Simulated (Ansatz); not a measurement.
This is a relaxation of cell and atoms with the plane-wave code Ansatz on an ordered 8-atom cell of LaAl₃N₄ on the wurtzite lattice (Cm); the level of theory is r2SCAN. It starts from the PBE minimum.

```yaml
crystal:
  lattice:
    - [6.0719355524, -1.6592250245, 0.8959205019]
    - [6.0719355524, 1.6592250245, 0.8959205019]
    - [-1.9240401652, 0.0, 5.149048696]
  atoms:
    - { symbol: Al, position: [-0.0191630478, -0.0191630478, 0.2949201823] }
    - { symbol: Al, position: [0.3384939042, 0.3384939042, 1.0310726191] }
    - { symbol: "N", position: [0.8191419555, 0.8191419555, 0.1726287016] }
    - { symbol: "N", position: [0.0500707742, 0.0500707742, 0.6377689237] }
    - { symbol: Al, position: [0.4968678345, 0.4968678345, 0.773912214] }
    - { symbol: La, position: [0.7184555678, 0.7184555678, 0.5046278054] }
    - { symbol: "N", position: [0.3373868729, 0.3373868729, 0.6970197341] }
    - { symbol: "N", position: [0.5087461387, 0.5087461387, 0.1380498198] }
kpoints:
  mp_grid: { grid: [8, 8, 4] }
hamiltonian:
  xc: r2scan
scf:
  occupations: { method: fermi_dirac, width: 0.02 }
relax:
  f_tol: 0.005
  cell: {}
output:
  write_density: true
  write_potential: true
  elf: true
  volumetric_format: npy
```

The trajectory has 8 recorded frames, each with positions in Å and forces in eV/Å. The last, and any step after a large change of cell, is solved on a basis re-selected at its cell; pressure is positive in compression.

Step 1: energy 0.0 meV/atom from step 1, largest force component 0.303 eV/Å, pressure -2.92 GPa
```xyz
8
Lattice="6.0719 -1.6592 0.8959 6.0719 1.6592 0.8959 -1.9240 0.0000 5.1490" Properties=species:S:1:pos:R:3:forces:R:3 pbc="T T T"
Al   -0.8002    0.0000    1.4842   -0.0374    0.0000   -0.0601
Al    2.1268    0.0000    5.9156    0.1452    0.0000   -0.0137
N     9.6154    0.0000    2.3566    0.2748    0.0000   -0.0842
N    -0.6190    0.0000    3.3736   -0.1638    0.0000   -0.1412
Al    4.5449    0.0000    4.8752   -0.1115    0.0000    0.0127
La    7.7539    0.0000    3.8857    0.0112    0.0000    0.0159
N     2.7561    0.0000    4.1935    0.0880    0.0000    0.3025
N     5.9125    0.0000    1.6224   -0.2066    0.0000   -0.0321
```

Step 2: energy -1.8 meV/atom from step 1, largest force component 0.288 eV/Å, pressure -0.76 GPa
```xyz
8
Lattice="6.0233 -1.6517 0.8799 6.0233 1.6517 0.8799 -1.9187 0.0000 5.1248" Properties=species:S:1:pos:R:3:forces:R:3 pbc="T T T"
Al   -0.7951    0.0000    1.4806   -0.1385    0.0000   -0.0981
Al    2.0967    0.0000    5.8757    0.0517    0.0000   -0.0282
N     9.5312    0.0000    2.3224    0.2540    0.0000   -0.0974
N    -0.6114    0.0000    3.3616   -0.1397    0.0000   -0.0656
Al    4.5076    0.0000    4.8455   -0.1634    0.0000    0.0096
La    7.6724    0.0000    3.8441    0.0981    0.0000    0.0095
N     2.7276    0.0000    4.1621    0.1596    0.0000    0.2882
N     5.8684    0.0000    1.6078   -0.1221    0.0000   -0.0181
```

Question: How does the relaxation go on, and where does it end?

Answer:
Step 3: energy -2.8 meV/atom from step 1, largest force component 0.108 eV/Å, pressure +0.18 GPa
```xyz
8
Lattice="6.0544 -1.6454 0.8890 6.0544 1.6454 0.8890 -1.9183 0.0000 5.1079" Properties=species:S:1:pos:R:3:forces:R:3 pbc="T T T"
Al   -0.8092    0.0000    1.4735    0.0731    0.0000    0.0531
Al    2.1252    0.0000    5.8626    0.0427    0.0000    0.0362
N     9.5919    0.0000    2.3304    0.0407    0.0000   -0.0591
N    -0.6213    0.0000    3.3481   -0.0650    0.0000    0.0377
Al    4.5312    0.0000    4.8445    0.0737    0.0000   -0.0097
La    7.7328    0.0000    3.8506   -0.1079    0.0000   -0.0447
N     2.7627    0.0000    4.1606   -0.0131    0.0000    0.0390
N     5.8876    0.0000    1.6164   -0.0441    0.0000   -0.0526
```

Step 4: energy -2.9 meV/atom from step 1, largest force component 0.036 eV/Å, pressure +0.01 GPa
```xyz
8
Lattice="6.0499 -1.6471 0.8871 6.0499 1.6471 0.8871 -1.9188 0.0000 5.1105" Properties=species:S:1:pos:R:3:forces:R:3 pbc="T T T"
Al   -0.8050    0.0000    1.4754    0.0046    0.0000    0.0176
Al    2.1227    0.0000    5.8653    0.0224    0.0000    0.0233
N     9.5866    0.0000    2.3275    0.0323    0.0000   -0.0350
N    -0.6247    0.0000    3.3514   -0.0328    0.0000   -0.0003
Al    4.5263    0.0000    4.8442    0.0329    0.0000   -0.0157
La    7.7237    0.0000    3.8466   -0.0363    0.0000    0.0003
N     2.7558    0.0000    4.1615    0.0000    0.0000    0.0270
N     5.8840    0.0000    1.6141   -0.0230    0.0000   -0.0173
```

Step 5: energy -2.9 meV/atom from step 1, largest force component 0.013 eV/Å, pressure +0.01 GPa
```xyz
8
Lattice="6.0502 -1.6479 0.8883 6.0502 1.6479 0.8883 -1.9180 0.0000 5.1107" Properties=species:S:1:pos:R:3:forces:R:3 pbc="T T T"
Al   -0.8037    0.0000    1.4755    0.0024    0.0000   -0.0132
Al    2.1265    0.0000    5.8694    0.0006    0.0000   -0.0008
N     9.5896    0.0000    2.3284    0.0003    0.0000    0.0063
N    -0.6274    0.0000    3.3504   -0.0040    0.0000   -0.0011
Al    4.5271    0.0000    4.8428    0.0023    0.0000    0.0082
La    7.7241    0.0000    3.8502   -0.0021    0.0000   -0.0020
N     2.7547    0.0000    4.1641    0.0029    0.0000   -0.0075
N     5.8841    0.0000    1.6135   -0.0026    0.0000    0.0102
```

Step 6 (rejected): energy -2.9 meV/atom from step 1, largest force component 0.016 eV/Å, pressure -0.01 GPa
```xyz
8
Lattice="6.0511 -1.6484 0.8848 6.0511 1.6484 0.8848 -1.9207 0.0000 5.1068" Properties=species:S:1:pos:R:3:forces:R:3 pbc="T T T"
Al   -0.8063    0.0000    1.4754   -0.0077    0.0000    0.0113
Al    2.1244    0.0000    5.8609   -0.0038    0.0000   -0.0055
N     9.5902    0.0000    2.3190    0.0046    0.0000    0.0021
N    -0.6291    0.0000    3.3506    0.0019    0.0000    0.0008
Al    4.5273    0.0000    4.8397   -0.0030    0.0000   -0.0162
La    7.7240    0.0000    3.8404    0.0053    0.0000    0.0146
N     2.7559    0.0000    4.1566   -0.0026    0.0000   -0.0046
N     5.8830    0.0000    1.6125    0.0051    0.0000   -0.0026
```

Step 7: energy -2.9 meV/atom from step 1, largest force component 0.002 eV/Å, pressure 0.00 GPa
```xyz
8
Lattice="6.0504 -1.6485 0.8875 6.0504 1.6485 0.8875 -1.9183 0.0000 5.1080" Properties=species:S:1:pos:R:3:forces:R:3 pbc="T T T"
Al   -0.8043    0.0000    1.4748    0.0002    0.0000   -0.0006
Al    2.1262    0.0000    5.8655    0.0019    0.0000   -0.0016
N     9.5901    0.0000    2.3259   -0.0007    0.0000   -0.0024
N    -0.6280    0.0000    3.3497    0.0013    0.0000    0.0018
Al    4.5275    0.0000    4.8409    0.0003    0.0000    0.0018
La    7.7241    0.0000    3.8472   -0.0009    0.0000    0.0005
N     2.7557    0.0000    4.1603   -0.0019    0.0000    0.0013
N     5.8837    0.0000    1.6138   -0.0005    0.0000   -0.0009
```

Step 8: energy -2.9 meV/atom from step 1, largest force component 0.002 eV/Å, pressure 0.00 GPa
```xyz
8
Lattice="6.0504 -1.6485 0.8875 6.0504 1.6485 0.8875 -1.9183 0.0000 5.1080" Properties=species:S:1:pos:R:3:forces:R:3 pbc="T T T"
Al   -0.8043    0.0000    1.4748    0.0002    0.0000   -0.0006
Al    2.1262    0.0000    5.8655    0.0019    0.0000   -0.0016
N     9.5901    0.0000    2.3259   -0.0007    0.0000   -0.0024
N    -0.6280    0.0000    3.3497    0.0013    0.0000    0.0018
Al    4.5275    0.0000    4.8409    0.0003    0.0000    0.0018
La    7.7241    0.0000    3.8472   -0.0009    0.0000    0.0004
N     2.7557    0.0000    4.1603   -0.0019    0.0000    0.0013
N     5.8837    0.0000    1.6138   -0.0005    0.0000   -0.0009
```

The walk took 7 steps and changed the volume by -1.8 %. The last SCF, on a fresh basis, lies 2.9 meV an atom below the first. Final cell: it is monoclinic, Cm (No. 8); conventional cell a = 12.230 Å, b = 3.297 Å, c = 5.456 Å, β = 102.2°, 13.44 Å³ an atom. Al has 4 N at 1.88–1.94 Å; Al has 4 N at 1.82–2.03 Å; N has 3 Al at 1.85–1.94 Å and 1 La at 2.41 Å; N has 3 Al at 1.88–1.97 Å; Al has 4 N at 1.90–1.97 Å; La has 3 N at 2.31–2.41 Å; N has 2 Al at 1.82–1.90 Å and 2 La at 2.31 Å; N has 4 Al at 1.92–2.03 Å.

Run as `ansatz run input.yaml --threads 4 --pin off --max-ram 6451MiB --backend cpu --events-out ev --progress --plain --runs-dir out`. Wall time 94 s on 4 threads of Arm Neoverse V2, on a shared host, load about 0.7 per core; peak host memory 1 GiB.

The cell comes from a prototype generator: it can be a known phase or a hypothetical one. Spin polarisation is off.
